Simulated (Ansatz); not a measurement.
Ag (fcc, Cu type)

```
CELL_PARAMETERS angstrom
      0.00000     4.14857     4.14857
      2.07429     0.00000     2.07429
      2.07429     2.07429     0.00000
ATOMIC_POSITIONS crystal
  Ag 0.00000 0.00000 0.00000
  Ag 0.50000 0.00000 0.00000
```

The atoms are displaced by Q × the pattern below (from a DFPT mode at L = (0.5, 0.0, 0.0), largest move 1; Q in Å), at fixed cell. It is one choice among 2 degenerate patterns. (q is in reciprocal vectors of the primitive cell; the cell shown is doubled to hold the pattern.)

| atom | x | y | z |
|---|---|---|---|
| Ag1 | -0.285 | 0.520 | -0.805 |
| Ag2 | 0.285 | -0.520 | 0.805 |

These are PBE (plane waves to 420 eV, PAW, scalar-relativistic; Ansatz, a quantum-chemistry and plane-wave program) values and carry that method's errors. k mesh 19×19×19 (Γ-centred), Fermi-Dirac smearing 0.05 eV. Energies are smeared free energies. With partly filled bands, energies and forces of such displacements shift with the k mesh and the smearing. Ag was relaxed with its symmetry unable to fall. The zero of ΔE is the undisplaced structure. The last digit holds for this mesh only.

```json
[
 {"Q (Å)": "-0.2800", "ΔE (meV/cell)": "141.9"},
 {"Q (Å)": "-0.2333", "ΔE (meV/cell)": "101.3"},
 {"Q (Å)": "-0.1867", "ΔE (meV/cell)": "66.3"},
 {"Q (Å)": "-0.1400", "ΔE (meV/cell)": "38.0"},
 {"Q (Å)": "-0.0933", "ΔE (meV/cell)": "withheld"},
 {"Q (Å)": "-0.0467", "ΔE (meV/cell)": "4.3"},
 {"Q (Å)": "0.0000", "ΔE (meV/cell)": "0.0"},
 {"Q (Å)": "0.0467", "ΔE (meV/cell)": "4.3"},
 {"Q (Å)": "0.0933", "ΔE (meV/cell)": "withheld"},
 {"Q (Å)": "0.1400", "ΔE (meV/cell)": "38.0"},
 {"Q (Å)": "0.1867", "ΔE (meV/cell)": "66.3"},
 {"Q (Å)": "0.2333", "ΔE (meV/cell)": "101.3"},
 {"Q (Å)": "0.2800", "ΔE (meV/cell)": "141.9"}
]
```

Fit an even polynomial form (powers 2, 4) to the given rows and predict ΔE at Q = -0.0933.

Least squares on the 11 given rows: ΔE = (1978)·Q² + (-2143)·Q⁴, in meV/cell with Q in Å; root-mean-square residual 0.03 meV/cell. At -0.0933 the fit gives 17.1 meV/cell; the calculation gives 17.1 meV/cell, the same to the digits shown. The quadratic term alone would give 17.2 meV/cell.

(For displaced atoms, the force is minus the slope of the energy, and its curvature is a force constant, which sets phonon frequencies.)
